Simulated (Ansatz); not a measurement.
# Li: input and output

The input, for Ansatz 0.2.0 (plane waves, PAW):

```yaml
crystal:
  lattice:
    - [-1.722675, 1.722675, 1.722675]
    - [1.722675, -1.722675, 1.722675]
    - [1.722675, 1.722675, -1.722675]
  atoms:
    - { symbol: Li, position: [0.0, 0.0, 0.0] }
  symmetry: { tolerance: 0.0003 }
kpoints:
  mp_grid: { grid: [14, 14, 14], shift: [0, 0, 0] }
  band_path:
    path:
      - [0.0, 0.0, 0.0]
      - [0.5, -0.5, 0.5]
      - [0.0, 0.0, 0.5]
      - [0.0, 0.0, 0.0]
      - [0.25, 0.25, 0.25]
      - [0.5, -0.5, 0.5]
      - [0.25, 0.25, 0.25]
      - [0.0, 0.0, 0.5]
    npoints: 20
magnetization:
  spin_polarized: false
scf:
  occupations: { method: fermi_dirac }
  lower_state_search: "off"
  max_iter: 200
hamiltonian:
  pseudopotentials: { kind: paw }
  xc: pbe
basis:
  ecutwfc: 420
  fft_grid_basis: typed
output:
  forces: true
  stress: true
  eigenvalues: true
  bader: true
  populations: true
  elf: true
  write_potential: true
  volumetric_format: npy
  dos:
    e_range: [-12, 8]
    de: 0.05
    projected: { site_lists: { Li: [Li] } }
checkpoint:
  read: saved_state
```

Run as

```sh
ansatz run input.yaml --threads 1 --pin off --max-ram 2560MiB --backend cpu --events-out ev --progress --plain --runs-dir out
```

The run starts from an earlier solution of this cell. 

Output (shortened):

```
Pseudopotentials: kind: paw
Pseudopotential: Li, paw, valence charge 3, recommended cutoff 420 eV (normal), Li.paw.azcp
Functional definition: PBE
  exchange = pbe_x(kappa = kappa, mu = beta*pi^2/3)
  correlation = pbe_c(beta = beta)
Crystal: 1 atoms, lattice volume = 20.449 Å³
Basis set: ecut = 420 eV, 381 PW (Γ), exchange–correlation on 40×40×40 points (8 copies of the dense FFT grid, shifted against one another)
Bands: 6, of which v1, the nominal top of the filled ones, is band 2 counted from 1 (1 counted from 0)
Symmetry: 48 space group operations
Space group: Im-3m (ITA 229), of the structure as read, at distance tolerance 8.2e-4 Å
k-points: 104 of 2744
Initial density: read from a saved state, or passed on in memory by an earlier SCF of this step, an earlier step, the calling program or the single point that the run made first
Functional: x = pbe(κ = 0.804, μ = 0.2195), c = pbe(β = 0.0667)
SCF iter   1: F=—  Δρ=5.49e-4  dr2=1.80e-5
SCF iter   2: F=—  Δρ=2.70e-4  dr2=4.32e-6
SCF iter   3: F=-204.6941 eV  Δρ=3.80e-6  dr2=1.92e-9
Free energy (F): -204.6941 eV
Harris-Foulkes:  -204.6941 eV  (|F-HF|=2.54e-9)
Internal energy: -204.6774 eV  (E = F + TS)
E sigma→0 (E₀):  -204.6858 eV
Entropy (-TS):   -0.0167 eV (-16.704 meV/atom)
Fermi energy:    0.9797 eV
--- Per-component energies (eV) ---
  E_band       = -91.4162
  E_kinetic    = 21.1803
  E_local      = -132.4301  (includes V_loc(G=0)·N_el)
  E_nonlocal   = -33.2483
  E_hartree    = 39.3292
  E_xc         = -10.0535
  E_vxc        = -12.9410  (∫ρ·V_xc dr)
  E_paw        = -21.0102  (= ΣΔE_a)
  E_vpaw       = -12.6354  (= ΣTr[D̂ρ^β])
  E_aug_tail   = 0.0000  (compensation charges beyond the density's cutoff)
  E_ewald      = -68.4449
  E_smearing   = -0.0167  (= −TS)
--- Stress (GPa, compression-positive) ---
       -0.1041       0.0000       0.0000
        0.0000      -0.1041       0.0000
        0.0000       0.0000      -0.1041
  P = ⅓ Tr σ = -0.1041 GPa (-1.041 kbar)
--- Löwdin populations: 1 site ---
  site symbol       q [e]
     0     Li      2.9116
  spilling = 0.0295 (of n_electrons = 3.0000)
```

Total energies depend on the potentials used, so only differences within one code and one set of settings carry meaning.

Origin: a database entry at a rescaled volume.

Cost: 110 s on 1 thread of Intel(R) Xeon(R) Platinum 8488C (Sapphire Rapids) (shared host), peak memory 0.34 GiB (start from a saved density).
